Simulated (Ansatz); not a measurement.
Theory: DFT PBE, scalar-relativistic, plane waves, PAW in Ansatz. Plane waves to 420 eV, an 8×6×4 mesh through Γ for the 12-atom cell and 0.02 eV Gaussian smearing; no spin polarisation.

Formation energies are uncorrected and count from the elements' standard states at the same level.

Task: Give a relaxed trial structure of a triclinic semiconductor that holds B and 2 more elements, with a gap near 2.3 eV, a formation energy near −0.83 eV/atom and a density near 2.60 g/cm³, in a cell of 12 atoms.

Result: AlB2N3, space group P1 (No. 1). Al on its first site has 4 N at 1.88–1.96 Å; Al on its second site has 1 N at 1.77 Å, 3 N at 1.94–2.09 Å, 1 B at 2.33 Å and 1 B at 2.84 Å; around B on its first site lie 3 N at 1.42–1.50 Å and 1 Al at 2.33 Å; N on its first site is surrounded by 2 B at 1.40–1.44 Å and 1 Al at 1.93 Å; 8 more sites not described.

```
Al B N
1.0
     3.36218    0.00000    0.00000
    -0.31782    5.03145    0.00000
    -0.76131   -0.86174    6.84003
Al B N
2 4 6
Cartesian
  -0.4555 0.4891 4.6749
  1.0816 2.8734 5.7405
  0.8723 -0.0296 0.3681
  0.5248 2.4689 1.3073
  2.1536 1.1475 2.1566
  2.1044 3.8055 2.1167
  2.5911 -0.0408 2.8423
  2.8267 2.5028 2.2637
  -0.6603 3.9296 5.8216
  1.2168 1.3000 4.9392
  1.1567 1.1662 1.0783
  1.2065 3.7516 0.8910
```

| Quantity | Value |
| --- | --- |
| Volume per atom | 9.64 Å³ |
| Density | 2.60 g/cm³ |
| Formation energy | −0.828 eV/atom |
| Gap on the 8×6×4 mesh of the 12-atom cell | 2.32 eV |

The structure comes from a generated guess, relaxed at this level; another structure or a mixture of phases may lie lower. The answer needn't be unique; the calculation gave this one.

Kohn–Sham gaps at this level usually fall short of measured ones. This cell was reached by moving the atoms of another relaxed cell at random and relaxing again, last within the group found; it had no such test of its own.
